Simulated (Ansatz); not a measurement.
Question: Each is relaxed and computed with r²SCAN+D4 (plane waves, PAW; program Ansatz). Which is the only metal?
A) C3N4, R3m (C on 9b, N on 9b, N on 3a)
B) CuI, P4/nmm (Cu on 2b, I on 2c)
C) GeBCN, P3m1 (B on 1b, Ge on 1c, C on 1b, N on 1c)
D) CuC6, P6/mmm (C on 6j, Cu on 1b)

Answer: D, CuC6, P6/mmm (C on 6j, Cu on 1b). CuC6: metal; GeBCN: gap 2.52 eV (indirect); CuI: gap 2.08 eV (direct); C3N4: gap 1.66 eV (direct). Built on a structure type that need not be the filed one of that space group: CuI, P4/nmm (Cu on 2b, I on 2c). Typed or built starts, not in the databases checked: CuC6, P6/mmm (C on 6j, Cu on 1b); GeBCN, P3m1 (B on 1b, Ge on 1c, C on 1b, N on 1c). Not the usual ambient phase: CuI, P4/nmm (Cu on 2b, I on 2c). Standing as an ambient phase not checked: C3N4, R3m (C on 9b, N on 9b, N on 3a). Began spin-polarised and lost the moments: CuI, P4/nmm (Cu on 2b, I on 2c). Unstable at this level: C3N4, R3m (C on 9b, N on 9b, N on 3a). All cells were relaxed under the symmetry of their starts (and spin orders); stability against distortions was not tested throughout. Named crystals with no word on spin ran without spin polarisation. Scalar-relativistic: spin–orbit coupling is off unless named, which matters more the heavier the elements.

Potentials: the earlier of the program's two PAW sets. The files were generated under PBE; for other functionals the program regenerates the frozen cores, and for LDA and PBEsol the local potential too.
